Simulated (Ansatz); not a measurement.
Bi2HSe3:
Space group R3m, hexagonal axes (No. 160); a = b = 4.4963 Å, c = 27.4802 Å, α = β = 90.00°, γ = 120.00°

| atom | site | symmetry | x | y | z |
|---|---|---|---|---|---|
| Se | 3a | 3m | 0.0000 | 0.0000 | 0.0055 |
| Bi | 3a | 3m | 0.0000 | 0.0000 | 0.3924 |
| Bi | 3a | 3m | 0.0000 | 0.0000 | 0.6030 |
| Se | 3a | 3m | 0.0000 | 0.0000 | 0.7780 |
| Se | 3a | 3m | 0.0000 | 0.0000 | 0.2238 |
| H | 3a | 3m | 0.0000 | 0.0000 | 0.8317 |
(The calculation used a cell of 6 atoms; values per cell refer to that cell.)

Relaxed with r²SCAN+D4.

Task: Tabulate the valence density and the electron localisation function along the shortest Bi–Se contact (2.89 Å), r²SCAN+D4 (plane waves, PAW; program Ansatz).

Result: 

```
distance from Bi (Å)  density (e/Å³)   ELF
--------------------  --------------  ----
0.29                            6.84  0.09
0.43                            5.60  0.13
0.58                            4.10  0.26
0.72                            2.48  0.39
0.87                            1.21  0.42
1.01                            0.65  0.38
1.15                            0.44  0.33
1.30                            0.34  0.35
1.44                            0.32  0.45
1.59                            0.35  0.59
1.73                            0.44  0.71
1.88                            0.59  0.77
2.02                            0.82  0.79
2.16                            1.49  0.76
2.31                            3.56  0.66
2.45                            9.24  0.46
2.60                           21.33  0.24
```

The density is the valence pseudo-density with augmentation charge, so density and ELF within about 1 Å of a nucleus are not all-electron values.

The start of the workflow was typed in or built on a structure type; neither database checked (COD, Materials Project) lists it. Whether it is the stable phase at ambient conditions was not checked. The r²SCAN+D4 relaxation kept the symmetry of its start; whether a distortion lowers the energy is not shown. Scalar-relativistic: spin–orbit coupling is off unless named, which matters more the heavier the elements.

Potentials: the later of the program's two PAW sets.
